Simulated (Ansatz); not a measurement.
The start is a generated trial cell of Hf in the diamond structure type. Cell shape, volume and atoms are optimised at zero target pressure with PBE (plane waves to 420 eV, PAW, scalar-relativistic; Ansatz, a program for electronic structure). First-step values are on the input's coarse k-mesh.

Ansatz input (later rounds restart from its end on a renewed k-mesh):
Ansatz 0.2 input:
```yaml
crystal:
  lattice:
    - [0, 3.167115, 3.167115]
    - [3.167115, 0, 3.167115]
    - [3.167115, 3.167115, 0]
  atoms:
    - { symbol: Hf, position: [0.25, 0.25, 0.25] }
    - { symbol: Hf, position: [0, 0, 0] }
basis: { ecutwfc: 420, ecutrho_ratio: 4, xc_grid: 2, fft_grid_basis: typed }
kpoints: { mp_grid: { grid: [9, 9, 9] } }
hamiltonian:
  xc: pbe
  dispersion: none
  pseudopotentials: { azcp: { folder: ./paw }, kind: paw }
scf: { occupations: { method: fermi_dirac, width: 0.05 } }
relax: { f_tol: 0.01, max_steps: 100, cell: { stress_tol: 0.02 } }
output: { forces: true, stress: true }
```

Task: What pressure does the first self-consistent step give?

Result: +2.9 GPa (positive: the cell is compressed).

Task: How much energy is released per atom?

Result: 0.03 eV/atom.

Task: How does the volume per atom move from start to end?

Result: +10.3 %, from 31.77 to 35.05 Å³/atom.

Task: What band gap does the relaxed structure have at this level?

Result: Zero (metallic).

Task: Write out the relaxed structure.

Result: 
Space group Fd-3m, origin choice 1 (No. 227); a = b = c = 6.545 Å, α = β = γ = 90.00°

```json
[
 {"atom": "Hf", "site": "8b", "symmetry": "-43m", "x": "0.5000", "y": "0.5000", "z": "0.5000"}
]
```
(The calculation used a cell of 2 atoms; values per cell refer to that cell.)

The space group stays Fd-3m (No. 227) (the run could not lower it); the end is diamond type, with 2 atoms in the primitive cell. Final values are on a 12×12×12 k-mesh of the relaxed cell. No spin polarisation in the result.

The run could not lose the symmetry of its start: the end is stationary, and may be a saddle point rather than a minimum.

All atoms sit on sites fixed by symmetry, so only the cell could relax.

The relaxed structure here is a generated cell of Hf: the first start was made by placing the elements on the sites of a structure type, and the end was not matched to a known phase here, so it may be hypothetical. Known forms of Hf include space group No. 194.
